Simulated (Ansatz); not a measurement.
Ti$_{3}$Al in space group P6_3/mmc (No. 194; Ti on 6h, Al on 2c), PBEsol (plane waves, PAW; program Ansatz), all energies at zero smearing, with the estimated change up to a 700 eV cutoff added, with one set of potentials and settings (totals compare only within such a set). Cell of 8 atoms (6 Ti, 2 Al): -15894.771 eV.

```
element              reference phase  E (eV/atom)
-------  ---------------------------  -----------
Ti       P6/mmm, 3 atoms in the cell   -2473.9117
Al        Fm-3m, 1 atoms in the cell    -524.5507
```

Formation energy per atom, worked out: (-15894.771 − 6×(-2473.9117) − 2×(-524.5507))/8 = -0.275 eV/atom (-27 kJ per mol of atoms), at 0 K, without zero-point energy or fitted corrections.

The PBEsol relaxation kept the symmetry of its start; of distortions, only those at the zone centre were tested. No spin polarisation was allowed. The references are the lowest solids computed at this level, not always the standard phases.

Potentials: the later of the program's two PAW sets.
